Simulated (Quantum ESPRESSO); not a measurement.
## Calculated data, Si$_{3}$BPC$_{3}$ (made-up cell)

All values are calculated (Quantum ESPRESSO 7.5). Calculation on a made-up crystal cell, not a measurement: periodic Kohn-Sham density functional theory in plane waves with PseudoDojo standard norm-conserving scalar-relativistic pseudopotentials, each functional with its own files (v0.5 for PBE, v0.4.1 for LDA and PBEsol), no spin polarisation, no spin-orbit coupling, atoms not relaxed, stress positive in tension, energies less a fixed whole-eV offset for each atom's element; levels are Kohn-Sham levels at fractions of this cell's reciprocal vectors, counted from the reference band (half the neutral cell's valence electrons, rounded up) at Gamma; error bars cover cutoff and k-mesh only, not smearing or the files; added strain carries the atoms with the cell, and shear is the tensor component; each bar is the largest change over components, and at least 0.002 eV, 0.002 eV per angstrom or 0.02 GPa; energies are for the whole cell, and the offsets were chosen from early runs and are not element reference energies.

Common to all runs: lattice type wurtzite; functional pbe; cutoff 1116 eV; fermi dirac smearing 0.025 eV; scf tolerance 1e-07 eV; electrons removed 0; k mesh 6 x 4 x 4, shifted by half a step.

(1) Si$_{3}$BPC$_{3}$ (made-up cell)

```
CELL_PARAMETERS angstrom
3.08410 -0.03040 0.00220
-0.05270 5.22680 0.01130
0.00360 0.01060 5.02760
ATOMIC_POSITIONS crystal
Si 0.00863 0.00963 0.00115
P 0.50138 0.49437 0.01414
Si 0.49145 0.16321 0.50903
Si 0.96359 0.65349 0.48496
C 0.00626 0.99469 0.36135
C 0.51931 0.50943 0.39755
C 0.49823 0.17046 0.88670
B 0.01535 0.65149 0.88492
```

```
stress xx : ?
stress zz : ?
```

Atoms:
| atoms element | atom site | atom energy offset (eV) |
| --- | --- | --- |
| Si | 1 | -115 |
| P | 2 | -189 |
| Si | 3 | -115 |
| Si | 4 | -115 |
| C | 5 | -163 |
| C | 6 | -163 |
| C | 7 | -163 |
| B | 8 | -79 |

(2) Si$_{3}$BPC$_{3}$ (made-up cell)

```
CELL_PARAMETERS angstrom
3.08410 -0.03040 0.00220
-0.05270 5.22680 0.01130
0.00360 0.01060 5.02760
ATOMIC_POSITIONS crystal
Si 0.00863 0.00963 0.00115
P 0.50137 0.49437 0.01820
Si 0.49145 0.16321 0.50903
Si 0.96359 0.65349 0.48496
C 0.00626 0.99469 0.36135
C 0.51931 0.50943 0.39755
C 0.49823 0.17046 0.88670
B 0.01535 0.65149 0.88492
```

```
stress yz : ?
stress zz : ?
pressure  : ?
```

Atoms:
| atoms element | atom site | atom energy offset (eV) |
| --- | --- | --- |
| Si | 1 | -115 |
| P | 2 | -189 |
| Si | 3 | -115 |
| Si | 4 | -115 |
| C | 5 | -163 |
| C | 6 | -163 |
| C | 7 | -163 |
| B | 8 | -79 |

## Withheld values
1. Si$_{3}$BPC$_{3}$ (made-up cell) (entry 1): stress xx?
2. Give the missing stress zz for Si$_{3}$BPC$_{3}$ (made-up cell) (entry 1).
3. Give the table of levels values for Si$_{3}$BPC$_{3}$ (made-up cell) (entry 1).
4. Give the missing stress yz for Si$_{3}$BPC$_{3}$ (made-up cell) (entry 2).
5. Give the missing stress zz for Si$_{3}$BPC$_{3}$ (made-up cell) (entry 2).
6. Give the missing pressure for Si$_{3}$BPC$_{3}$ (made-up cell) (entry 2).

Answers
1. -22.41 GPa
2. -14.23 GPa
3. 
Levels:
| level k point | next band up (eV) |
| --- | --- |
| Gamma | 1.379 |
| (1/2,1/2,1/2) | 1.791 |
| (0.15,0,0) | 2.343 |
| (0,0.15,0) | 1.486 |
| (0,0,0.15) | 1.492 |
4. 0.2284 GPa
5. -14.4 GPa
6. 18.89 GPa

Further results for Si$_{3}$BPC$_{3}$ (made-up cell) (entry 1):

```
free energy less offsets : -3.029 eV
smearing term minus ts   : 0 eV
scf iterations           : 12
pressure                 : 18.96 GPa
stress yy                : -20.24 GPa
stress yz                : 0.2478 GPa
stress xz                : -4.135 GPa
stress xy                : -12.3 GPa
reference band           : 16
error bar energy         : 0.004219 eV
error bar stress         : 0.1559 GPa
error bar force          : 0.008654 eV/Å
error bar next band up   : 0.002 eV
error bars from          : tighter rerun of a related cell
```

Forces:
| site | x (eV/Å) | y (eV/Å) | z (eV/Å) |
| --- | --- | --- | --- |
| 1 | -0.9573 | -1.446 | -0.2771 |
| 2 | 0.8357 | 0.2304 | 0.02422 |
| 3 | 0.7985 | -0.3475 | -0.5911 |
| 4 | 6.909 | 3.962 | 3.175 |
| 5 | -0.8345 | 1.093 | 2.599 |
| 6 | -6.687 | -4.525 | -4.219 |
| 7 | 0.9068 | 0.4798 | -0.4045 |
| 8 | -0.9714 | 0.5529 | -0.3059 |

Further results for Si$_{3}$BPC$_{3}$ (made-up cell) (entry 2):

```
free energy less offsets : -3.025 eV
smearing term minus ts   : 0 eV
scf iterations           : 11
stress xx                : -22.23 GPa
stress yy                : -20.04 GPa
stress xz                : -4.17 GPa
stress xy                : -12.33 GPa
reference band           : 16
error bar energy         : 0.004219 eV
error bar stress         : 0.1559 GPa
error bar force          : 0.008654 eV/Å
error bar next band up   : 0.002 eV
error bars from          : tighter rerun of this cell
```

Forces:
| site | x (eV/Å) | y (eV/Å) | z (eV/Å) |
| --- | --- | --- | --- |
| 1 | -0.9578 | -1.455 | -0.32 |
| 2 | 0.8086 | 0.2586 | -0.4383 |
| 3 | 0.7978 | -0.3619 | -0.5095 |
| 4 | 6.904 | 3.979 | 3.279 |
| 5 | -0.834 | 1.096 | 2.608 |
| 6 | -6.679 | -4.527 | -4.121 |
| 7 | 0.9096 | 0.5355 | -0.3252 |
| 8 | -0.9489 | 0.476 | -0.1738 |

Levels:
| level k point | next band up (eV) |
| --- | --- |
| Gamma | 1.343 |
| (1/2,1/2,1/2) | 1.755 |
| (0.15,0,0) | 2.276 |
| (0,0.15,0) | 1.45 |
| (0,0,0.15) | 1.456 |
